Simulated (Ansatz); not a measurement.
Task: Co₃RhC (anti-perovskite, space group No. 221) is relaxed with PBEsol in the plane-wave PAW code Ansatz. What lattice parameters of the conventional cell result?

Result: a = 3.725 Å.

Task: Is it a metal or does it have a gap at this level?

Result: No gap at this level.

Space group Pm-3m (anti-perovskite). The start of the workflow was typed in or built on a structure type; neither database checked (COD, Materials Project) lists it. Whether it is the stable phase at ambient conditions was not checked. The cell was relaxed with PBEsol under the symmetry of its start; whether a distortion lowers the energy is not shown. Magnetic state: ferromagnetic, chosen from 5 collinear starts compared on coarse meshes (ties went to the first, and starts can fall back to one state), not a proven ground state. Its formation energy is positive at this level, so the cell may be metastable or incomplete. Spin–orbit coupling is left out wherever it is not named.

Potentials: the earlier of the program's two PAW sets. The files were generated under PBE; for other functionals the program regenerates the frozen cores, and for LDA and PBEsol the local potential too.
